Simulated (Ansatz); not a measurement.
The relaxed structure here is a generated cell of Ti: the first start was made by placing the elements on the sites of a structure type, and the end was not matched to a known phase here, so it may be hypothetical. Known forms of Ti include space group No. 194.

A relaxed cell of Ti (I4/mmm (No. 139)), relaxed on a k-mesh at least as fine as the one used below. All values below come from r2SCAN (plane waves to 500 eV, PAW, scalar-relativistic; Ansatz, a first-principles code). Γ-centred k-mesh 14×7×13 on the run's cell (coarser than for final values), Fermi–Dirac smearing 0.05 eV.

```xyz
2
Lattice="-1.6958 1.6958 1.4967 3.3917 -3.3917 2.9934 1.6958 1.6958 -1.4967" Properties=species:S:1:pos:R:3 pbc="T T T"
Ti     0.0000     0.0000     0.0000
Ti     1.6958    -1.6958     1.4967
```

The atoms are displaced by (Å):

```json
[
 {"atom": "Ti1", "ux": "0.025", "uy": "0.014", "uz": "-0.007"},
 {"atom": "Ti2", "ux": "-0.113", "uy": "0.086", "uz": "0.027"}
]
```

Task: What forces (eV/Å) and pressure result?

Result: 
| atom | Fx | Fy | Fz |
|---|---|---|---|
| Ti1 | -0.12 | 0.23 | -0.16 |
| Ti2 | 0.12 | -0.23 | 0.16 |

Pressure +0.1 GPa.

The undisplaced cell is probably no minimum: from this displacement the run went on to P6₃/mmc (No. 194), 0.12 eV/atom below it.

No spin polarisation in the result.
